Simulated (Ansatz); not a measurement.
# Does relaxation matter for the field gradients of SiO₂?

Start: a structure deposited in the COD (listed for 0.7 GPa).

Space group P4_12_12 (No. 92); a = 4.9028, c = 6.7782 Å.

```csv
site,Wyckoff,site symmetry,x,y,z
Si,4a,..2,0.3086,0.3086,0.0000
O,8b,1,0.2364,0.1198,0.1870
```

One atom of each set is listed.

Level of theory: DFT, PBE, plane waves and PAW, scalar-relativistic, 420 eV cutoff, Γ-centred 5×5×4 k-points, Fermi–Dirac smearing 0.02 eV (Ansatz 0.2.0).

The largest force at the start is 0.52 eV/Å. Relaxing the ions at fixed cell moves them by 0.067 Å at most (atom 7, O) and 0.057 Å rms. End positions:

Si (0.3126, 0.3126, 0.0000)
O (0.2334, 0.1310, 0.1924)

```
site  moved (Å)               first shell before                first shell after  V_zz before (10²¹ V/m²)  η before
  Si      0.028               4 O at 1.60–1.61 Å               4 O at 1.62–1.63 Å                    -0.64      0.84
   O      0.067  2 Si at 1.60–1.61 Å, angle 142°  2 Si at 1.62–1.63 Å, angle 139°                     8.81      0.19
```

Task: How do the gradients change?

Result: 

```json
{"site": "Si", "V_zz after": "-0.46", "η after": "0.83", "change of V_zz": "+0.18"}
{"site": "O", "V_zz after": "9.14", "η after": "0.24", "change of V_zz": "+0.33"}
```

The largest change of V_zz is on O, from 8.81 to 9.14. In per cent, |V_zz| changes by -28 on Si, +4 on O (all sites that start above 0.5).
